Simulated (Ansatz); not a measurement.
Wurtzite CdSe, relaxed with r2SCAN, was run in Ansatz under altered settings. All numbers are computed, without spin polarisation but where a row says otherwise.

```xyz
4
Lattice="4.3407 0.0000 0.0000 -2.1704 3.7592 0.0000 0.0000 0.0000 7.0766" Properties=species:S:1:pos:R:3 pbc="T T T"
Cd    0.0000    2.5061   -0.0034
Cd    2.1704    1.2531    3.5350
Se    0.0000    2.5061    2.6571
Se    2.1704    1.2531    6.1954
```

The base run's other keys:
```yaml
kpoints:
  mp_grid: { grid: [6, 6, 2] }
hamiltonian:
  xc: hse06
scf:
  occupations: { method: fixed }
  n_extra_bands: 5
```

It takes 15 iterations with 2273 plane waves at 420 eV and 14 k points, and leaves a mean stress of +0.22 GPa. The gap over this mesh is 1.546 eV. It ran on 4 threads of Arm Neoverse V1, on a shared host.

Outcomes, with energy and stress as changes against the base:
```csv
setting,outcome,ΔF (meV/atom),Δ mean stress (GPa),gap on the mesh (eV),iterations,wall time
"PBE hybrid, exx coeff 0.75, omega 0.5 1/Å",converged,–,-0.5,2.223,22,46 s
"scf.exx.q_mesh: [5, 5, 5]",refused,–,–,–,–,0.64 s
magnetization.initial_magnetization: 0.5,refused,–,–,–,–,0.62 s
basis.ecutwfc: 160,"converged, warned",+34108,-7.1,1.171,17,11 s
```
A dash marks a value that wasn't obtained or can't be compared. Stress is positive in compression. The base took 34 s. The base's mesh is coarse for a hybrid, so its own values aren't converged.

- PBE hybrid, exx coeff 0.75, omega 0.5 1/Å. That is 75 % exact exchange, screened with ω = 0.5 1/Å, against HSE06's 25 % screened at 0.208 1/Å. The mean stress moves by -0.5 GPa and the gap on the mesh by +0.677 eV (to 2.223). Totals of different functionals aren't comparable.
- scf.exx.q_mesh: [5, 5, 5]. The program doesn't start. Error: invalid value for `scf.exx.q_mesh`: must divide elementwise kpoints.mp_grid.grid
- magnetization.initial_magnetization: 0.5. The input is refused before any iteration. Error: inconsistent input (scf.occupations.method, magnetization): a σ = 0 step fill (method: fixed, or a smearing width below the step floor) with no hard lock on the total moment puts the same N_el/2 bands in each spin channel, which gives a total moment of zero, but the starting moments sum to +0.5000 μB […]
- basis.ecutwfc: 160. 549 plane waves in place of 2273. The free energy moves by +34108 meV an atom, the mean stress by -7.1 GPa and the gap on the mesh by -0.375 eV (to 1.171). The basis is too small: these are errors of the cutoff. Warned: cutoff below recommended.

The runs are scalar-relativistic, without spin-orbit coupling.

The stress of a hybrid is loosely converged in these runs.

The meshes of the hybrids are coarse, so their gaps aren't converged to the digits shown.
